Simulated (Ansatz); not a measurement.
# LaPb₃: levels along high-symmetry lines

```
La Pb
1.0
     4.94832    0.00000    0.00000
     0.00000    4.94832    0.00000
     0.00000    0.00000    4.94832
La Pb
1 3
Direct
  0.00000 0.00000 0.00000
  0.00000 0.50000 0.50000
  0.50000 0.50000 0.00000
  0.50000 0.00000 0.50000
```

Atom numbers follow the list: La1, Pb2, Pb3, Pb4.

Structure from Materials Project entry mp-21432 (possibly hypothetical), not relaxed further.

Spin–orbit coupling is left out, though it moves levels of the heavy atoms by tenths of an eV or more.

Computed with DFT, LDA, all-electron LAPW, scalar-relativistic (Ansatz 0.2.0).

Sampling and basis: a Γ-centred 7×7×7 k mesh, Fermi–Dirac smearing of 0.08 eV, basis error target 1 meV/atom, no spin polarisation.

Points in fractions of the reciprocal vectors of this cell: Γ (0, 0, 0), X (0, 0.5, 0), M (0.5, 0.5, 0), R (0.5, 0.5, 0.5). The path joins them by straight lines in the order Γ–X–M–Γ–R–X–R–M; legs that retrace an earlier one aren't tabulated. Energies are in eV from the Fermi level.

**Question.** Metal or insulator at this level of theory?

**Answer.** No gap opens: metallic or semimetallic.

**Question.** Tabulate bands 64 to 70, counted from the lowest band of the run, along the path.

**Answer.** 
| k (1/Å) | point | band 64 | band 65 | band 66 | band 67 | band 68 | band 69 | band 70 |
| --- | --- | --- | --- | --- | --- | --- | --- | --- |
| 0.00 | Γ | -2.29 | -2.29 | -2.29 | 0.73 | 0.73 | 0.73 | 1.51 |
| 0.09 |  | -2.29 | -2.29 | -2.23 | 0.46 | 0.64 | 0.64 | 1.53 |
| 0.18 |  | -2.28 | -2.28 | -2.04 | -0.05 | 0.44 | 0.44 | 1.56 |
| 0.27 |  | -2.27 | -2.27 | -1.75 | -0.56 | 0.26 | 0.26 | 1.55 |
| 0.36 |  | -2.26 | -2.26 | -1.39 | -1.01 | 0.14 | 0.14 | 1.51 |
| 0.45 |  | -2.27 | -2.27 | -1.35 | -0.97 | 0.09 | 0.09 | 1.36 |
| 0.54 |  | -2.29 | -2.29 | -1.56 | -0.55 | 0.09 | 0.09 | 1.03 |
| 0.63 | X | -2.29 | -2.29 | -1.64 | -0.33 | 0.09 | 0.09 | 0.81 |
| 0.73 |  | -2.26 | -2.22 | -1.71 | -0.65 | -0.03 | 0.48 | 0.81 |
| 0.82 |  | -2.16 | -2.04 | -2.02 | -0.83 | -0.30 | 0.77 | 0.94 |
| 0.91 |  | -2.54 | -2.00 | -1.75 | -0.71 | -0.60 | 0.68 | 1.26 |
| 1.00 |  | -3.04 | -1.80 | -1.48 | -0.87 | -0.44 | 0.55 | 1.01 |
| 1.09 |  | -3.45 | -1.56 | -1.26 | -1.08 | -0.12 | 0.43 | 0.66 |
| 1.18 |  | -3.73 | -1.34 | -1.20 | -1.11 | 0.18 | 0.34 | 0.36 |
| 1.27 | M | -3.82 | -1.24 | -1.24 | -1.06 | 0.23 | 0.31 | 0.31 |
| 1.40 |  | -3.64 | -1.41 | -1.18 | -1.18 | 0.21 | 0.27 | 0.48 |
| 1.53 |  | -3.16 | -1.70 | -1.58 | -1.00 | 0.19 | 0.37 | 0.97 |
| 1.65 |  | -2.64 | -1.96 | -1.89 | -0.70 | 0.08 | 0.61 | 0.95 |
| 1.78 |  | -2.58 | -2.13 | -1.43 | -0.54 | -0.31 | 0.33 | 1.51 |
| 1.91 |  | -2.55 | -2.24 | -1.40 | -0.64 | 0.13 | 0.43 | 1.55 |
| 2.04 |  | -2.39 | -2.28 | -2.05 | 0.21 | 0.54 | 0.62 | 1.56 |
| 2.17 | Γ | -2.29 | -2.29 | -2.29 | 0.73 | 0.73 | 0.73 | 1.51 |
| 2.32 |  | -2.54 | -2.04 | -2.04 | 0.15 | 0.15 | 0.79 | 1.56 |
| 2.48 |  | -3.03 | -1.37 | -1.37 | -0.71 | -0.71 | 0.94 | 1.48 |
| 2.64 |  | -3.43 | -1.43 | -1.43 | -0.42 | -0.42 | 0.30 | 1.12 |
| 2.80 |  | -3.59 | -1.95 | -1.95 | -1.21 | 0.59 | 0.59 | 1.27 |
| 2.95 |  | -3.59 | -2.34 | -2.27 | -2.27 | 1.25 | 1.25 | 1.37 |
| 3.11 |  | -3.93 | -2.60 | -2.45 | -2.45 | 1.42 | 1.42 | 1.43 |
| 3.27 | R | -4.20 | -2.50 | -2.50 | -2.50 | 1.45 | 1.45 | 1.45 |
| 3.40 |  | -4.01 | -2.61 | -2.49 | -2.42 | 1.42 | 1.44 | 1.44 |
| 3.52 |  | -3.56 | -2.78 | -2.44 | -2.13 | 1.27 | 1.40 | 1.40 |
| 3.65 |  | -3.12 | -2.79 | -2.34 | -1.52 | 0.70 | 1.28 | 1.31 |
| 3.78 |  | -2.80 | -2.47 | -2.18 | -0.64 | -0.30 | 1.04 | 1.08 |
| 3.91 |  | -2.54 | -1.97 | -1.84 | -1.28 | 0.26 | 0.66 | 0.79 |
| 4.04 |  | -2.36 | -2.01 | -1.75 | -1.00 | 0.27 | 0.47 | 0.76 |
| 4.17 | X | -2.29 | -2.29 | -1.64 | -0.33 | 0.09 | 0.09 | 0.81 |
| 5.06 | R | -4.20 | -2.50 | -2.50 | -2.50 | 1.45 | 1.45 | 1.45 |
| 5.15 |  | -4.10 | -2.59 | -2.46 | -2.46 | 1.43 | 1.43 | 1.45 |
| 5.24 |  | -3.81 | -2.82 | -2.35 | -2.35 | 1.39 | 1.39 | 1.46 |
| 5.34 |  | -3.36 | -3.11 | -2.16 | -2.16 | 1.28 | 1.28 | 1.48 |
| 5.43 |  | -3.39 | -2.79 | -1.91 | -1.91 | 1.07 | 1.07 | 1.51 |
| 5.52 |  | -3.62 | -2.14 | -1.63 | -1.63 | 0.76 | 0.76 | 1.30 |
| 5.61 |  | -3.77 | -1.46 | -1.37 | -1.37 | 0.45 | 0.45 | 0.66 |
| 5.70 | M | -3.82 | -1.24 | -1.24 | -1.06 | 0.23 | 0.31 | 0.31 |
